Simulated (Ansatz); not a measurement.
**CdSe with Sr replacing Cd: do the settings matter for the field gradients?**

Cell: a supercell of CdSe (wurtzite type, P6_3mc) built from a COD entry (the entry's cell lengths or inner coordinates differ somewhat from later room-temperature determinations), with all atoms left at the host's positions.

Space group P3m1 (No. 156); a = 8.6000, c = 14.0400 Å, γ = 120.00°.

```
site  Wyckoff  site symmetry       x       y       z
  Sr       1a            3m.  0.0000  0.0000  0.0000
 Cd2       1a            3m.  0.0000  0.0000  0.5000
 Cd3       3d            .m.  0.0000  0.5000  0.0000
 Cd4       3d            .m.  0.0000  0.5000  0.5000
 Cd9       3d            .m.  0.1667  0.8333  0.2500
Cd10       3d            .m.  0.1667  0.8333  0.7500
Cd15       1c            3m.  0.6667  0.3333  0.2500
Cd16       1c            3m.  0.6667  0.3333  0.7500
Se17       1a            3m.  0.0000  0.0000  0.1925
Se18       1a            3m.  0.0000  0.0000  0.6925
Se19       3d            .m.  0.0000  0.5000  0.1925
Se20       3d            .m.  0.0000  0.5000  0.6925
Se25       3d            .m.  0.1667  0.8333  0.4425
Se26       3d            .m.  0.1667  0.8333  0.9425
Se31       1c            3m.  0.6667  0.3333  0.4425
Se32       1c            3m.  0.6667  0.3333  0.9425
```

One atom of each set is listed.

Reference run. Computed with Ansatz: DFT, PBE, plane waves and PAW, scalar-relativistic, 420 eV cutoff, Γ-centred 3×3×2 k-points, Fermi–Dirac smearing 0.01 eV.

Q: The input is changed as follows: `basis.ecutwfc`: not typed → 25.7 Ry; `scf.mixing.algorithm`: not typed → broyden; `scf.mixing.beta`: not typed → 0.05; `scf.eigensolver.kind`: not typed → davidson. What happens to V_zz (10²¹ V/m²) and η?

A: 

```tsv
site	V_zz reference	η reference	V_zz changed	η changed
Sr	2.33	0.00	2.32	0.00
Cd2	3.28	0.00	3.28	0.00
Cd3	3.16	0.22	3.16	0.22
Cd4	2.95	0.00	2.94	0.00
Cd9	2.75	0.00	2.74	0.00
Cd10	3.12	0.03	3.11	0.03
Cd15	2.89	0.00	2.89	0.00
Cd16	3.14	0.00	3.14	0.00
Se17	-18.88	0.00	-18.88	0.00
Se18	-1.13	0.00	-1.13	0.00
Se19	-1.71	0.17	-1.72	0.17
Se26	-19.86	0.09	-19.85	0.09
```

No V_zz moves by more than 0.02. The table leaves out 4 of the 16 sites, with |V_zz| up to 1.61; their tensors move by 0.01 at most along any direction. The statements above cover all sites. SCF iterations: 8 and 14. New warnings: cutoff below recommended. In the changed run the cutoff of 350 eV lies below the one recommended for these PAW files, yet the gradients stay close to the reference.

On the reference run: The defect repeats with the cell of 32 atoms, so it feels its images: sites between two images don't show the values beside a lone defect, and zeros or small values of η there can come from the images' arrangement. Cd and Se carry a gradient in the pure host already, so the values there aren't the defect's effect alone. Without spin–orbit coupling (the program notes it for Cd and Sr) the gradients can shift by some per cent, and by up to a factor of two as the program warns, since there is only a small gap. The neighbours have not yet relaxed around the defect (largest force 2.3 eV/Å), and relaxing can change the values around it severalfold.
